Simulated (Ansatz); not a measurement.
## NbGeAs: pressure against volume

NbGeAs, P4/nmm, a = 3.586 Å, c = 7.944 Å. The structure is a Materials Project entry; whether it is the stable form wasn't checked. Ansatz: r2SCAN, PAW, 500 eV, Γ-centred 10×10×6 mesh on 6 atoms, Gaussian smearing 0.10 eV; no spin polarisation. Shape and atoms are relaxed at each volume; pressure is positive in compression.

```
V (Å³/atom) P (GPa)
     16.002        ?
     16.513     4.83
     17.024     0.00
     17.534    -4.10
     18.045    -7.56
```

Task: Take V0 = 17.024 Å³/atom, fit the third-order Birch–Murnaghan form to the other rows, and predict the missing pressure.

Result: With the Eulerian strain f = ½[(V0/V)^(2/3) − 1] and y = P/[3f(1 + 2f)^(5/2)], the form is the line y = B0 + 1.5 B0 (B0′ − 4) f. Rows (f, y): 0.01026, 149.2; -0.00974, 147.4; -0.01904, 145.8. Means f = -0.006173, y = 147.47; Σ(Δf)² = 0.0004483, ΣΔfΔy = 0.05017; the slope is their ratio. y = 148.2 + 111.9 f GPa, so B0 = 148.2 GPa and B0′ = 4 + 2 × (111.9)/(3 × 148.2) = 4.50. At V = 16.002, f = 0.02107, y = 150.56 and P = 10.55 GPa. The run gave 10.54 GPa, so the fit is 0.01 GPa too high, within twice the rms miss on the fitted rows (0.009 GPa). The form still works here, 33 % of the fitted range beyond its end.

Cost: 5 runs of about 14 core-minutes in all, on Intel Xeon 6975P-C (Granite Rapids) (shared hosts).